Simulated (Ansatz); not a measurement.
Contact densities of TiN against volume

```xyz
2
Lattice="0.0000 2.1220 2.1220 2.1220 0.0000 2.1220 2.1220 2.1220 0.0000" Properties=species:S:1:pos:R:3 pbc="T T T"
Ti    0.0000    0.0000    0.0000
N     2.1220    2.1220    2.1220
```

Atom numbers follow the list: Ti1, N2.

The geometry is COD entry 1011099, unchecked; take it as a test cell. It is an old determination, and later ones may differ.

Spin polarisation is left out, and whether a magnetic state lies lower isn't shown here.

These are results of DFT, PBEsol, all-electron PAW with datasets made for the crystal, scalar-relativistic in Ansatz 0.2.0, not measurements.

The runs use a Γ-centred 13×13×13 k mesh, Fermi–Dirac smearing of 0.05 eV, cutoff 400 eV (chosen by the program for this cell), no spin polarisation.

The contact density is the mean electron density over the nuclear volume; its changes follow the s electrons' response to bonding and compression. Changes below are taken from the unscaled cell, where it is 56684.8 e/Å³ at Ti1, 1404.92 e/Å³ at N2.

Volumes at which the program chose other datasets or cutoffs are left out.

```
V/V(cell)  P (GPa)  Δρ(0) Ti1 (e/Å³)  Δρ(0) N2 (e/Å³)
   0.9600      3.8                 ?            -0.07
   0.9800     -2.5                 ?            -0.04
   0.9900     -5.3                 ?            -0.02
   1.0000     -8.1              0.00             0.00
```

**Question.** What belongs in the row "0.9900", column "Δρ(0) Ti1 (e/Å³)"?

**Answer.** 0.10.

**Question.** Give the missing entry: row "0.9600", column "Δρ(0) Ti1 (e/Å³)".

**Answer.** 0.41.

**Question.** Give the missing entry: row "0.9800", column "Δρ(0) Ti1 (e/Å³)".

**Answer.** 0.20.

The datasets are made afresh for each cell, so very small changes are uncertain.
